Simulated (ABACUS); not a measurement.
Worked example: self-consistent single point of WS₂ (P2_1/m, 6 atoms in the cell; from Materials Project mp-224, changed as shown) in ABACUS.

Level of theory: PBE, PseudoDojo 0.5 standard norm-conserving PBE (tails mended) pseudopotentials (plane waves; ABACUS 3.10.1).

The change in words: lattice vector a scaled by 1.01. Reference geometry (P6_3/mmc):
```
CELL_PARAMETERS angstrom
      3.19600     0.00000     0.00000
     -1.59800     2.76782     0.00000
      0.00000     0.00000    13.02630
ATOMIC_POSITIONS crystal
  W  0.33333 0.66667 0.25000
  W  0.66667 0.33333 0.75000
  S  0.33333 0.66667 0.62980
  S  0.66667 0.33333 0.37020
  S  0.66667 0.33333 0.12980
  S  0.33333 0.66667 0.87020
```

Reference input (self-consistent single point, DFT, PBE, plane waves, PseudoDojo 0.5 standard norm-conserving PBE (tails mended) pseudopotentials): KPT = Gamma 10 10 1 0 0 0; basis_type = pw; dft_functional = PBE; ecutwfc = 74 Ry; smearing_method = gaussian; smearing_sigma = 0.00367493 Ry; potentials = PseudoDojo 0.5 standard norm-conserving PBE (tails mended); symmetry = 1; symmetry_prec = 1e-05; ks_solver = dav_subspace; scf_nmax = 100; scf_thr = 1.0e-09 Ry. This run's input differs from it in these lines:

```diff
@@ -25,8 +25,8 @@
 LATTICE_CONSTANT
-6.039568
+6.099964
 
 LATTICE_VECTORS
-   1.0000000784    0.0000000000    0.0000000000
-  -0.5000000392    0.8660251831    0.0000000000
-   0.0000000000    0.0000000000    4.0758112860
+   1.0000000198    0.0000000000    0.0000000000
+  -0.4950495178    0.8574506313    0.0000000000
+   0.0000000000    0.0000000000    4.0354565072
 
@@ -38,4 +38,4 @@
 2
-  -0.0000015980    1.8452129226    3.2565750000 1 1 1
-   1.5980025980    0.9226050774    9.7697250000 1 1 1
+   0.0106517247    1.8452129226    3.2565750000 1 1 1
+   1.6193092753    0.9226050774    9.7697250000 1 1 1
 
@@ -44,6 +44,6 @@
 4
-  -0.0000015980    1.8452129226    8.2039637400 1 1 1
-   1.5980025980    0.9226050774    4.8223362600 1 1 1
-   1.5980025980    0.9226050774    1.6908137400 1 1 1
-  -0.0000015980    1.8452129226   11.3354862600 1 1 1
+   0.0106517247    1.8452129226    8.2039637400 1 1 1
+   1.6193092753    0.9226050774    4.8223362600 1 1 1
+   1.6193092753    0.9226050774    1.6908137400 1 1 1
+   0.0106517247    1.8452129226   11.3354862600 1 1 1
 # file: KPT
```

Output (repeated stretches shortened):

```
 SELF-CONSISTENT
 -------------------------------------------
                                 init_chg = atomic

 PW ALGORITHM --------------- ION=   1  ELEC=   1--------------------------------

 Notice: Threshold on eigenvalues was too large.

 Density error is 0.19498188923
                          Error Threshold = 0.000377240137997
 E_KohnSham     -391.7412295607      -5329.9128635509
 E_Fermi        0.8072990779         10.9838674493

 PW ALGORITHM --------------- ION=   1  ELEC=   2--------------------------------

 Density error is 0.294062602496
                          Error Threshold = 0.000374965171596
   [... lines left out ...]

 Density error is 5.04824207732e-09
                          Error Threshold = 1.91731238951e-11
 E_KohnSham     -391.8008133160      -5330.7235421314
 E_Fermi        0.8137909331         11.0721936711

 PW ALGORITHM --------------- ION=   1  ELEC=  10--------------------------------

 Density error is 1.85630693583e-10
                          Error Threshold = 9.70815784101e-12
 E_KohnSham     -391.8008133168      -5330.7235421427
 E_KS(sigma->0) -391.8008133168      -5330.7235421427
 E_entropy(-TS) -0.0000000000        -0.0000000000
 E_Fermi        0.8137896850         11.0721766900
 charge density convergence is achieved
 final etot is -5330.7235421 eV
 EFERMI = 11.07217669 eV

 STATE ENERGY(eV) AND OCCUPATIONS    NSPIN == 1
   [... 33 lines left out ...]

 TOTAL-FORCE (eV/Angstrom)
                        W1        -0.0338328423        -0.0618880885         0.0000000000
                        W2         0.0338328423         0.0618880885         0.0000000000
                        S1        -0.0172426901        -0.0315113093         0.1025219283
                        S2         0.0172426901         0.0315113093        -0.1025219283
                        S3         0.0172426901         0.0315113093         0.1025219283
                        S4        -0.0172426901        -0.0315113093        -0.1025219283

 TOTAL-STRESS (KBAR)
       -29.2454768190        -5.0452818347         0.0000000000
        -5.0452818347       -11.8558807537         0.0000000000
         0.0000000000         0.0000000000         3.4983218074
 TOTAL-PRESSURE: -12.534345 KBAR

 --------------------------------------------
 !FINAL_ETOT_IS -5330.7235421427394613 eV
 --------------------------------------------
```

The run converged in 10 iterations. Against the reference run the free energy goes up by 2.2 meV/atom, the pressure goes from 0.14 to -1.25 GPa and the largest force goes from 0.004 to 0.109 eV/Å.

Spin-orbit coupling is left out, which matters for bands and gaps with elements this heavy. The structure comes from a collection of computed structures, made at another level of theory; the collection holds predicted forms beside known ones. Its lattice was then scaled.

Cost on one core: very roughly 9 core-minutes.

“Tails mended”: in these copies of the files the far tail of each local potential was reset to the Coulomb form.
